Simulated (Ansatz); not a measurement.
Property card for CuS

CuS:
```cif
data_Cu12S12
_chemical_formula_sum 'Cu12 S12'
_space_group_name_H-M_alt 'Cmcm'
_space_group_IT_number 63
_space_group_name_Hall '-C 2c 2'
_cell_length_a 3.75684
_cell_length_b 6.55339
_cell_length_c 16.31923
_cell_angle_alpha 90.000
_cell_angle_beta 90.000
_cell_angle_gamma 90.000
loop_
_atom_site_label
_atom_site_type_symbol
_atom_site_symmetry_multiplicity
_atom_site_Wyckoff_symbol
_atom_site_fract_x
_atom_site_fract_y
_atom_site_fract_z
_atom_site_occupancy
Cu1 Cu 8 f 0.00000 0.33816 0.10731 1
Cu2 Cu 4 c 0.00000 0.63122 0.25000 1
S1 S 8 f 0.00000 0.00409 0.06441 1
S2 S 4 c 0.00000 0.29981 0.25000 1
```
(The calculation used a cell of 12 atoms; values per cell refer to that cell.)

Space group Cmcm (No. 63); conventional cell a = 3.757 Å, b = 6.553 Å, c = 16.319 Å, α = 90.00°, β = 90.00°, γ = 90.00°.

Method: the program Ansatz at the r²SCAN level (PAW). Geometry: relaxed at this level of theory. Other levels are named where they apply.

**Cell and energy**

```
Item                                                             Value
-----------------------------------------------------  ---------------
Volume per atom                                               16.74 Å³
Density                                                     4.74 g/cm³
Formation energy from the elements (no fitted shifts)  -28 kJ/mol-atom
```

**Electronic structure**

```
Quantity                                                                    Result
------------------------------------  --------------------------------------------
Electronic character                                             metallic (no gap)
Density of states at the Fermi level  0.28 states/eV per atom (mean over ±0.08 eV)
```

The workflow started from a Materials Project entry (that database holds measured and hypothetical structures alike); the Crystallography Open Database files this formula in space group No. 63, but the cells were not matched. Its standing as an ambient phase is unchecked. The r²SCAN relaxation kept the symmetry of its start; its stability against distortions is not shown here. No spin polarisation was allowed. The references are the lowest solids computed at this level, not always the standard phases.

Potentials: the earlier of the program's two PAW sets.
